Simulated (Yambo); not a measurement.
## How GW settings move the gap: CsH

G0W0@PBEsol for CsH (CsCl type, space group Pm-3m, No. 221) in Yambo. Reference settings: 4×4×4 Γ-centred k mesh, 121 bands and a 10 Ry block in the screening, 121 bands in G with the Bruneval-Gonze terminator, plasmon pole fitted at 27.2 eV. The PBEsol gap R → X on this mesh is 2.45 eV; G0W0 gaps are taken between the same points.

```
change from the reference     G0W0 gap R → X (eV)  shift of the valence edge (eV)
----------------------------  -------------------  ------------------------------
reference settings                           4.43                           -1.45
39 bands in G                                4.42                           -1.42
49 bands in W                                4.36                           -1.29
4 Ry block                                   4.32                           -1.33
8 Ry block                                   4.41                           -1.43
39 bands in G, no terminator                 4.38                           -1.15
72 bands in G, no terminator                 4.43                           -1.35
```

The reference isn't shown to be the converged limit.

Geometry of the Materials Project entry, not relaxed at this level; primitive cell a = b = c = 3.8184 Å, α = β = γ = 90.00°.

The structure is a Materials Project entry; no match was found in the copy of COD used, and its stability was not checked.

A shift is the quasiparticle energy of the state minus its PBEsol energy.
